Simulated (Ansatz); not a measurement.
Here is an unrelaxed guess for Ti4Ge.

```xyz
5
Lattice="3.0402 0.0000 0.0000 -1.5201 2.6329 0.0000 0.0000 0.0000 11.3679" Properties=species:S:1:pos:R:3 pbc="T T T"
Ti    0.0000    1.7553    2.1561
Ti    1.5201    0.8776    4.5080
Ti    0.0000    1.7553    6.8599
Ti    1.5201    0.8776    9.2118
Ge    0.0000    0.0000    0.0000
```

Theory: DFT PBE, scalar-relativistic, plane waves, PAW (Ansatz). Settings: cutoff 420 eV, Γ-centred mesh 6×6×2 on the computed 5-atom cell, Gaussian smearing of 0.10 eV; no spin polarisation.

Energies over the elements count from the elements' standard structures at the same level, with no fitted energy shifts.

Problem. Estimate its pressure, forces and energy as it stands.

Solution. The pressure is -5.8 GPa (the mean over three directions, positive in compression), the largest force is 0.38 eV/Å, and the energy is −0.10 eV/atom against the elements. The shortest distance is 2.78 Å.

Problem. How much does it gain on relaxing, and where does it end?

Solution. Relaxing gains under 0.1 eV/atom (the start's value is from the coarse mesh, so the gain is rough) in 9 ionic steps and ends at −0.13 eV/atom on the finer mesh. The symmetry stays P-3m1 (No. 164). The volume per atom shrinks by 5.7 %, from 18.2 to 17.2 Å³. The shortest distance stays 2.78 Å (Ti–Ge). Conventional cell: a = 2.971 Å, c = 11.220 Å. Around Ti on its first site lie 3 Ge at 2.78 Å and 9 Ti at 2.82–2.97 Å; around Ti on its second site lie 12 Ti at 2.82–2.97 Å; Ge is surrounded by 6 Ti at 2.78 Å and 6 Ge at 2.97 Å.

The last run used a 12×12×4 mesh (in the run's order of axes) for its 5-atom cell and Gaussian smearing of 0.10 eV. The relaxation can't lower the symmetry of the start. Symmetry constrained the relaxation, so the result can be a saddle point.
